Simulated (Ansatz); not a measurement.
Input file for Ansatz (a quantum-chemistry and plane-wave program):

Ansatz 0.2 input:
```yaml
crystal:
  lattice:
    - [2.7585444359, 0.0, 0.0]
    - [-1.3792722179, 2.3889695589, 0.0]
    - [0.0, 0.0, 4.4115069796]
  atoms:
    - { symbol: Mo, position: [0.0, 0.0, 0.5] }
    - { symbol: Rh, position: [0.3333333333, 0.6666666667, 0.0] }
kpoints:
  mp_grid: { grid: [17, 17, 9] }
hamiltonian:
  xc: r2scan
  pseudopotentials: { kind: paw }
scf:
  occupations: { method: fermi_dirac, width: 0.1 }
phonons:
  method: dfpt
  response_accuracy: low
  eigenvectors: true
  rigid_motions: translations
```

Output (shortened):

```
Pseudopotential: Mo, paw, valence charge 14
Pseudopotential: Rh, paw, valence charge 17
Functional definition: r2SCAN
Crystal: 2 atoms, lattice volume = 29.072 Å³
Basis set: ecut = 500 eV, 713 PW (Γ), exchange–correlation on 120×120×180 points (125 copies of the dense FFT grid, shifted against one another)
Bands: 20, of which v1, the nominal top of the filled ones, is band 16 counted from 1 (15 counted from 0)
Symmetry: 12 space group operations
k-points: 693 of 2601 (irreducible under 2 space group operations, time reversal used)
SCF iter   1: F=—  HF=-11383.079338 eV  |F-HF|=—  |Δ(HF+E_count)|=         —  Δρ=2.48e-2  dr2=3.55e-1  dr2_τ=3.78e-2  ethr=1.77e-3  ⟨swp⟩=5.1  Hψ=58764  notcnv=0
preconditioner: auto → none
SCF iter   2: F=—  HF=-11383.070473 eV  |F-HF|=—  |Δ(HF+E_count)|=   8.87e-3  Δρ=1.65e-2  dr2=9.92e-2  dr2_τ=2.75e-2  ethr=1.14e-3  ⟨swp⟩=2.0  Hψ=21947  notcnv=0
SCF iter   3: F=—  HF=-11383.067036 eV  |F-HF|=—  |Δ(HF+E_count)|=   3.44e-3  Δρ=5.07e-3  dr2=2.26e-3  dr2_τ=2.34e-4  ethr=3.20e-4  ⟨swp⟩=1.6  Hψ=14596  notcnv=0
SCF iter   4: F=—  HF=-11383.068822 eV  |F-HF|=—  |Δ(HF+E_count)|=   1.79e-3  Δρ=1.50e-3  dr2=8.34e-4  dr2_τ=8.89e-5  ethr=7.29e-6  ⟨swp⟩=2.1  Hψ=19399  notcnv=0
SCF iter   5: F=—  HF=-11383.068923 eV  |F-HF|=—  |Δ(HF+E_count)|=   1.01e-4  Δρ=3.74e-4  dr2=6.93e-5  dr2_τ=3.41e-6  ethr=2.69e-6  ⟨swp⟩=2.5  Hψ=19932  notcnv=0
SCF iter   6: F=—  HF=-11383.068925 eV  |F-HF|=—  |Δ(HF+E_count)|=   2.35e-6  Δρ=9.78e-5  dr2=9.70e-7  dr2_τ=1.02e-7  ethr=2.24e-7  ⟨swp⟩=1.0  Hψ=13860  notcnv=0
SCF iter   7: F=—  HF=-11383.068923 eV  |F-HF|=—  |Δ(HF+E_count)|=   2.08e-6  Δρ=1.66e-5  dr2=3.43e-8  dr2_τ=3.40e-9  ethr=3.13e-9  ⟨swp⟩=2.0  Hψ=20835  notcnv=0
SCF iter   8: F=—  HF=-11383.068923 eV  |F-HF|=—  |Δ(HF+E_count)|=   4.43e-8  Δρ=2.94e-6  dr2=3.18e-9  dr2_τ=2.84e-10  ethr=1.11e-10  ⟨swp⟩=2.0  Hψ=20851  notcnv=0
SCF iter  10: F=-11383.068923 eV  HF=-11383.068923 eV  |F-HF|=1.82e-12  |Δ(HF+E_count)|=    0.00e0  Δρ=6.90e-8  dr2=6.95e-13  dr2_τ=1.49e-13  ethr=1.00e-12  ⟨swp⟩=5.0  Hψ=64443  notcnv=0
SCF 1 converged in 10 iterations: F = -11383.068923 eV  dr2 = 6.95e-13
DFPT response loops at Γ: preconditioner auto → Kerker (q_TF=auto, 2.758 Å⁻¹) (partly filled bands, converged f_vac=0.000) …
SCF converged after 10 iterations
Free energy (F): -11383.068923 eV
Harris-Foulkes:  -11383.068923 eV  (|F-HF|=1.82e-12)
Internal energy: -11383.013026 eV  (E = F + TS)
E sigma→0 (E₀):  -11383.040974 eV
Entropy (-TS):   -0.055897 eV (-27.949 meV/atom)
Fermi energy:    21.745287 eV
--- Per-component energies (eV) ---
  E_band       = -165.621442
  E_kinetic    = 1014.286548
  E_local      = -2410.591076  (includes V_loc(G=0)·N_el)
  E_nonlocal   = 497.157824
  E_hartree    = 842.755888
  E_xc         = -395.775783
  E_vxc        = -571.445434  (∫ρ·V_xc dr)
  E_paw        = -6821.264044  (= ΣΔE_a)
  E_vpaw       = -419.043315  (= ΣTr[D̂ρ^β])
  E_aug_tail   = 0.000651  (compensation charges beyond the density's cutoff)
  E_vtau       = 38.501564  (kinetic-family band-sum trace: ∫τ·v_τ [+ j·A + Jᵃ·Aᵃ] dr)
  E_ewald      = -4108.991871
  E_core_change = -0.591163  (= ΣΔE_core)
  E_smearing   = -0.055897  (= −TS)
  E_closure    = 0.000000  (closes the sum)
  Σ components = -11383.068923   (vs F -11383.068923, Δ=0.00e0)
  [band-id]    e_kinetic+e_local+e_nonlocal+2·e_hartree+e_vxc+e_vpaw+e_augmentation_tail+e_vtau = -165.621463   (vs E_band -165.621442, Δ=-2.08e-5)
--- Band table (eV; the first three rows and the last of 693) ---
  k-point 0: bands = ["-59.2790", "-41.1974", "-26.4584", "-26.0775", "-26.0775", "-14.5849", "-13.7707", "-13.7707", "13.9138", "15.8475", "18.9876", "18.9876", "19.6958", "20.2361", "20.2361", "21.1738", "21.1738", "23.1077", "24.4808", "24.4808"]
  k-point 1: bands = ["-59.2790", "-41.1978", "-26.4558", "-26.0775", "-26.0775", "-14.5915", "-13.7708", "-13.7708", "14.0533", "15.8904", "18.9567", "18.9567", "19.6142", "20.1625", "20.1625", "21.3040", "21.3040", "22.7026", "24.4892", "24.4892"]
  k-point 2: bands = ["-59.2789", "-41.1987", "-26.4493", "-26.0774", "-26.0774", "-14.6082", "-13.7711", "-13.7711", "14.4509", "16.0022", "18.8927", "18.8927", "19.3857", "19.9949", "19.9949", "21.6174", "21.6174", "21.7540", "24.4916", "24.4916"]
  k-point 692: bands = ["-59.2225", "-40.9906", "-26.4473", "-26.3837", "-26.2575", "-14.8211", "-14.4191", "-14.2853", "16.7572", "16.8324", "18.0010", "18.6828", "18.7555", "19.7510", "20.8426", "21.4063", "23.3345", "24.5853", "26.3035", "27.9131"]
--- Phonons (Γ-DFPT): 4 representative perturbations + reference, on 693 of 2601 k-points (Σ response iterations 28) ---
  ASR residual: 3.193e-3 → 0.000e0 eV/Å²; symmetrization residual: 3.214e-4 eV/Å²
  ASR residual per site (eV/Å²): 3.19e-3 2.01e-3
  Γ frequencies (cm⁻¹): 0.00 0.00 0.00 155.85 155.85 200.25
  non-analytic LO–TO correction: not included (Born effective charges unavailable; polar crystals: no LO–TO splitting at Γ)
```

Cost: roughly 14 core-minutes on shared cores.

Space group P-6m2. The first step of the workflow began from a Materials Project structure, measured or hypothetical; the Crystallography Open Database copy checked does not list it. With Mo and Rh taken as one species the cell has the higher symmetry P6_3/mmc, so it may be an ordered model of a mixed-site phase. Whether it is the stable phase at ambient conditions was not checked. The r²SCAN relaxation kept the symmetry of its start; its stability against distortions is not shown here. The run is not spin-polarised. As this level gives no gap, phonon frequencies hold no LO–TO term and depend on the k-mesh and smearing (Fermi–Dirac, 0.1 eV here). Scalar-relativistic: spin–orbit coupling is off unless named, which matters more the heavier the elements.

Potentials: the later of the program's two PAW sets.

Ansatz is a plane-wave DFT program.
